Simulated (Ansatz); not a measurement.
A bilayer cut from bulk Bi$_{2}$Te$_{3}$ (Bi2Te3 type, space group R-3m), in the bulk's stacking and in-plane cell, with 15 Å of vacuum. The upper layer (atoms 6 to 10) slides over the lower.

```yaml
crystal:
  lattice:
    - [4.31516, 0.00000, 0.00000]
    - [2.15758, 3.73704, 0.00000]
    - [0.00000, 0.00000, 32.33324]
  atoms:
    - { symbol: Te, position: [0.16667, 0.16667, 0.23189] }
    - { symbol: Bi, position: [0.50000, 0.50000, 0.28503] }
    - { symbol: Te, position: [0.83333, 0.83333, 0.34712] }
    - { symbol: Bi, position: [0.16667, 0.16667, 0.40891] }
    - { symbol: Te, position: [0.50000, 0.50000, 0.46256] }
    - { symbol: Te, position: [0.83333, 0.83333, 0.53744] }
    - { symbol: Bi, position: [0.16667, 0.16667, 0.59109] }
    - { symbol: Te, position: [0.50000, 0.50000, 0.65288] }
    - { symbol: Bi, position: [0.83333, 0.83333, 0.71497] }
    - { symbol: Te, position: [0.16667, 0.16667, 0.76811] }
```

In-plane vectors a = (4.315, 0.000) Å, b = (2.158, 3.737) Å, area 16.13 Å². The shift is s times the vector a (length 4.315 Å), so s = 1 restores the start. Atoms relax along the normal only. γ = [E(shift) − E(0)] / area.

Level of theory: PBEsol-D3(BJ) (plane waves to 420 eV, PAW, scalar-relativistic; Ansatz, a quantum-chemistry and plane-wave program). k mesh 9×9×1 (Γ-centred), Fermi-Dirac smearing 0.05 eV. Energies are extrapolated to zero smearing. Bi2Te3 was relaxed with its symmetry unable to fall. Spin-orbit coupling is left out, though Bi and Te are heavy. The zero of γ is zero shift.

```csv
s,γ (mJ/m²)
0.000,0
0.083,39
0.167,118
0.250,withheld
0.333,233
0.417,258
0.500,266
0.583,258
0.667,233
0.750,withheld
0.833,118
0.917,39
```

Q: Fit a Fourier form (three harmonics of 1 − cos and sin) to the given rows and predict γ at s = 0.750.

A: Least squares on the 10 given rows: γ = (127.0)·[1 − cos(2πs)] + (28.3)·[1 − cos(4πs)] + (6.3)·[1 − cos(6πs)], in mJ/m²; root-mean-square residual 0.8 mJ/m². At 0.750 the fit gives 190 mJ/m²; the calculation gives 187 mJ/m², so the interpolation is off by 3 (+1.6 %). 

(The slope of γ gives the shear force per area between the displaced halves; near zero shift its curvature is an elastic stiffness.)
